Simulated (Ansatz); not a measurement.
**Zn₂CdTe₃ (P3m1) at 2 levels of theory**

One geometry, relaxed with PBE; plane waves with PAW potentials in Ansatz, scalar-relativistic unless the row names spin-orbit coupling. No spin polarisation but for the spin–orbit row. Gaps are the least over mesh and band path; pressure is positive in compression.

```cif
data_structure
_symmetry_space_group_name_H-M 'P3m1'
_symmetry_Int_Tables_number 156
_cell_length_a 4.4673
_cell_length_b 4.4673
_cell_length_c 11.0010
_cell_angle_alpha 90.000
_cell_angle_beta 90.000
_cell_angle_gamma 120.000
_cell_volume 190.13
loop_
_atom_site_label
_atom_site_type_symbol
_atom_site_symmetry_multiplicity
_atom_site_Wyckoff_symbol
_atom_site_fract_x
_atom_site_fract_y
_atom_site_fract_z
_atom_site_occupancy
Zn1 Zn 1 b 0.33333 0.66667 0.66049 1
Zn2 Zn 1 c 0.66667 0.33333 0.34061 1
Cd1 Cd 1 a 0.00000 0.00000 0.99640 1
Te1 Te 1 a 0.00000 0.00000 0.73756 1
Te2 Te 1 b 0.33333 0.66667 0.41710 1
Te3 Te 1 c 0.66667 0.33333 0.09784 1
```

```json
{"level": "PBE", "cutoff (eV)": "420", "k mesh": "6×6×4", "gap (eV)": "0.71", "pressure (GPa)": "0.0"}
```

Problem. What comes out on the same cell with PBE with spin-orbit coupling?

Solution.
```csv
level,cutoff (eV),k mesh,gap (eV),pressure (GPa)
PBE with spin-orbit coupling,420,6×6×4,0.44,0.0
```

Spin-orbit coupling matters for the bands of heavy elements and enters only rows that name it.

It was reached by relaxing an invented guess, and it needn't be the stable form of this composition.
